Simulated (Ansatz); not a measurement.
Ga₂AsP:
```
Ga2AsP
1.0
    1.96110     1.13224     6.40814
   -1.96110     1.13224     6.40814
    0.00000    -2.26448     6.40814
Ga P As
2 1 1
Direct
  0.00249   0.00249   0.00249
  0.49742   0.49742   0.49742
  0.37488   0.37488   0.37488
  0.87519   0.87519   0.87519
```

PBEsol (plane waves, PAW; program Ansatz) gives a gap of 0.96 eV without spin–orbit coupling, maximum at Γ, minimum at Γ.

Question: What happens when spin–orbit coupling is switched on?

Answer: The gap decreases by 0.10 eV, to 0.86 eV; maximum at Γ, minimum at Γ.

Question: Give the electron effective mass with spin–orbit coupling.

Answer: 0.076, 0.076, 0.089 mₑ (principal values).

Question: Give the hole effective mass with spin–orbit coupling.

Answer: 0.091, 0.091, 0.90 mₑ (principal values).

Space group R3m. The first step of the workflow began from a Materials Project structure, measured or hypothetical; the Crystallography Open Database copy checked does not list it. With P and As taken as one species the cell has the higher symmetry F-43m, so it may be an ordered model of a mixed-site phase. Whether it is the stable phase at ambient conditions was not checked. Symmetry was held in the PBEsol relaxation; whether a distortion lowers the energy is not shown.

Potentials: the later of the program's two PAW sets.
